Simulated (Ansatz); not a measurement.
KTaO₃ (cubic perovskite, Pm-3m) at seven volumes, DFT-PBE in the program Ansatz with PAW potentials, scaled uniformly. One row is withheld.

```json
[
 {"V (Å³/atom)": "11.862", "P (GPa)": "21.90"},
 {"V (Å³/atom)": "12.253", "P (GPa)": "13.38"},
 {"V (Å³/atom)": "12.644", "P (GPa)": "?"},
 {"V (Å³/atom)": "13.035", "P (GPa)": "0.00"},
 {"V (Å³/atom)": "13.426", "P (GPa)": "-5.20"},
 {"V (Å³/atom)": "13.818", "P (GPa)": "-9.62"},
 {"V (Å³/atom)": "14.209", "P (GPa)": "-13.36"}
]
```

Q: Fit the shown pressures and predict the withheld one.

A: P = (3/2)B₀(x^(7/2) − x^(5/2))[1 + (3/4)(B′ − 4)(x − 1)] with x = (V₀/V)^(2/3). Least squares on the six rows gives V₀ = 13.035 Å³/atom, B₀ = 188 GPa, B′ = 4.48. At V = 12.644, x = 1.0205 and P = 6.13 GPa. The run itself gave 6.15 GPa.

The PBE relaxation kept the symmetry of its start. No spin polarisation was allowed. Spin–orbit coupling is left out wherever it is not named.

Potentials: the later of the program's two PAW sets.
